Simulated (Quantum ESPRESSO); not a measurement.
InGa3P4, convergence and cost over cutoff and k mesh

Simulated, not a measurement. The program is pw.x of Quantum ESPRESSO 7.5 (plane-wave density functional theory). The cell is made up: 8 atoms on a zincblende/diamond lattice, with randomly drawn elements, strain and displacements, not relaxed. PseudoDojo standard norm-conserving files (v0.5 for PBE, v0.4.1 for LDA and PBEsol) set the functional; there is no spin polarisation, spin-orbit coupling or dispersion term, and the masses in the input are unused placeholders.

Input of the run in row 4:

```
&control calculation='scf', pseudo_dir='./dojo.nc.sr.pbe.v0_5.standard.upf', outdir='./o', disk_io='medium', tprnfor=.true., tstress=.true. /
&system ibrav=0, nat=8, ntyp=3, nbnd=42, ecutwfc=79.96652505, nosym=.true., tot_charge=0,
 occupations='smearing', smearing='fd', degauss=0.0018374661
/
&electrons conv_thr=7.350e-09, electron_maxstep=60, /
ATOMIC_SPECIES
Ga 1.0 Ga.upf
In 1.0 In.upf
P 1.0 P.upf
CELL_PARAMETERS angstrom
5.4614 -0.007 0.0265
-0.007 5.5271 0.0744
0.0265 0.0744 5.3835
ATOMIC_POSITIONS angstrom
In 0.0447 0.0232 0.0359
Ga 0.0038 2.8414 2.6797
Ga 2.7515 0.001 2.7008
Ga 2.7064 2.6924 0.0475
P 1.3908 1.3569 1.4205
P 1.3569 4.1834 4.1465
P 4.136 1.4301 4.085
P 4.0597 4.1612 1.4018
K_POINTS automatic
4 4 4 1 1 1
```

The same cell was run at these settings. Meshes are shifted by half a step, and differences are from the last row, which is itself not exact.

| cutoff (eV) | k mesh | k points solved | threshold (eV) | free energy less the last row's (eV) | pressure (GPa) | largest stress difference (GPa) | largest force difference (eV/Å) | iterations | wall time (s) | k-point pools | processor |
| --- | --- | --- | --- | --- | --- | --- | --- | --- | --- | --- | --- |
| 762 | 2 x 2 x 2 | 4 | 1e-04 | 5.567 | -34.95 | 44.14 | 0.025 | 6 | 40 | 1 | AMD EPYC, Zen 5 class |
| 1088 | 1 x 1 x 1 | 1 | 1e-07 | 9.053 | 15.15 | 6.49 | 0.221 | 11 | 41 | 1 | AMD EPYC, Zen 5 class |
| 667 | 4 x 4 x 4 | 32 | 1e-07 | 22.877 | -135.19 | 144.37 | 0.008 | 10 | 162 | 1 | AMD EPYC, Zen 5 class |
| 1088 | 4 x 4 x 4 | 32 | 1e-07 | 0.009 | 8.99 | 0.02 | 0.001 | 10 | 369 | 1 | AMD EPYC, Zen 5 class |
| 1377 | 6 x 6 x 6 | 108 | 1e-07 | 0.000 | 9.01 | 0.00 | 0.000 | 10 | 1638 | 1 | AMD EPYC, Zen 5 class |

Each pool is one process. Wall times include start-up and a band step at six k points, which weighs most on the coarsest meshes. The runs were on shared virtual cores whose load varied, so times are rough.